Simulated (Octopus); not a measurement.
Ta (Im-3m, No. 229):
```
CELL_PARAMETERS angstrom
     -1.65493     1.65493     1.65493
      1.65493    -1.65493     1.65493
      1.65493     1.65493    -1.65493
ATOMIC_POSITIONS crystal
  Ta 0.00000 0.00000 0.00000
```
The cell is a database entry, not relaxed again.

All numbers are Octopus results at the level LDA (grid spacing about 0.18 Å, Γ-centred 12×12×12 k-mesh, Fermi-Dirac smearing of 0.1 eV, no spin polarisation; PseudoDojo 0.4 LDA potentials), not measurements. Spin-orbit coupling is left out.

Energies in eV against the Fermi level; 13 electrons a cell outside the pseudopotentials' cores.

| k-point (reduced) | band 3 | band 4 | band 5 | band 6 | band 7 | band 8 | band 9 | band 10 |
|---|---|---|---|---|---|---|---|---|
| Γ (0.000, 0.000, 0.000) | -33.05 | -33.05 | -7.87 | 0.68 | 0.68 | 0.68 | 3.91 | 3.91 |
| H (0.500, -0.500, 0.500) | -33.86 | -33.86 | -3.77 | -3.77 | 6.73 | 6.73 | 6.73 | 8.58 |
| N (0.000, 0.000, 0.500) | -33.43 | -33.06 | -4.35 | -1.56 | ___ | ___ | 4.80 | 7.69 |
| P (0.250, 0.250, 0.250) | -33.64 | -33.64 | -1.21 | -1.21 | -1.21 | 4.96 | 4.96 | 6.86 |

**Question.** Complete the blanks.

**Answer.** 
- N (0.000, 0.000, 0.500), band 8: 3.78
- N (0.000, 0.000, 0.500), band 7: 1.66
